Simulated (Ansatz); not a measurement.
**Sn: energy along a strain**

Sn, Im-3m, a = 3.745 Å (as given, not relaxed at this level: -0.3 GPa). This isn't the element's structure at ambient conditions. Ansatz: PBEsol, PAW, 420 eV, Γ-centred 22×22×22 mesh on 1 atom, Gaussian smearing 0.15 eV; no spin polarisation. Cell vectors (Å): -1.872 1.872 1.872; 1.872 -1.872 1.872; 1.872 1.872 -1.872. The cell is strained by x per cent times the pattern (1 -1 0 0 0 0) in the order xx yy zz yz xz xy (engineering shears), with fractional coordinates held. y is the free energy over the start, V0 = 26.257 Å³/atom. Symmetry makes y even in x.

```tsv
x (%)	y (meV/atom)
-2.00	?
-1.00	-0.05
0.00	0.00
0.25	0.00
0.50	-0.01
0.75	-0.02
1.25	-0.12
1.50	-0.22
1.75	-0.38
```

Problem. Fit y = c2 x² + c4 x⁴ to the other rows, get the stiffness along the pattern, and predict the missing energy.

Solution. Least squares on the rows shown. y = −0.02143 x² − 0.03366 x⁴. The clamped-ion stiffness p·C·p = 2 × -0.2143 eV × 160.2 / 26.257 Å³ = -2.6 GPa (second derivative at the start, which stands under stress). With a term in x⁶ added, the coefficient of x² becomes -0.01343, 37 % less, which shows how far this figure hangs on the form. At x = -2.00 the fit asked for gives -0.62 meV/atom. The run gave -0.58 meV/atom, so the fit is 0.04 meV/atom too low, small in itself but 7 % of the span of the series.

Cost: 9 runs of about 3.6 core-minutes in all, on Arm Neoverse V1 (shared hosts).